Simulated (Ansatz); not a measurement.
VCu₃S₄ in space group P-43m (No. 215; V on 1a, Cu on 3d, S on 4e), plane-wave PAW LDA (Ansatz code). The conduction-band minimum lies at X, with 3 equivalent valleys. Second derivatives d²E/dk² of the lowest band at one valley (eV·Å²), along Cartesian directions:

```tsv
direction	d²E/dk²
[100]	5.882
[010]	5.882
[001]	2.784
[110]	5.884
[101]	4.333
[011]	4.333
```

Problem. Find the principal effective masses, the density-of-states mass and the conductivity mass.

Solution. Off-diagonal terms follow from H_xy = H[110] − (H_xx + H_yy)/2, and m*/mₑ = 7.620 eV·Å² over each eigenvalue: 1.3, 1.3, 2.7. One valley's DOS mass (m₁m₂m₃)^(1/3) = 1.7, conductivity mass 3/(Σ 1/mᵢ) = 1.6 mₑ.

Problem. What effective density of states Nc follows at 300 K for parabolic valleys?

Solution. Nc = 2.509e19 × 3 × (1.7)^(3/2) ≈ 1.7e20 cm⁻³.

Problem. With the computed static dielectric constant 8.20 (mean of the diagonal), estimate a hydrogenic donor's binding energy and radius.

Solution. E = 13.606 eV × 1.6/8.20² ≈ 320 meV; a = 0.529 Å × ε/m* ≈ 2.7 Å. Semilocal masses tend to be too small where the gap is.

The workflow started from a Materials Project entry (that database holds measured and hypothetical structures alike); the Crystallography Open Database files this formula in space group No. 215, but the cells were not matched. Its standing as an ambient phase is unchecked. The LDA relaxation kept the symmetry of its start; phonons on a q-mesh show no instability. The run is not spin-polarised.

Potentials: the later of the program's two PAW sets.
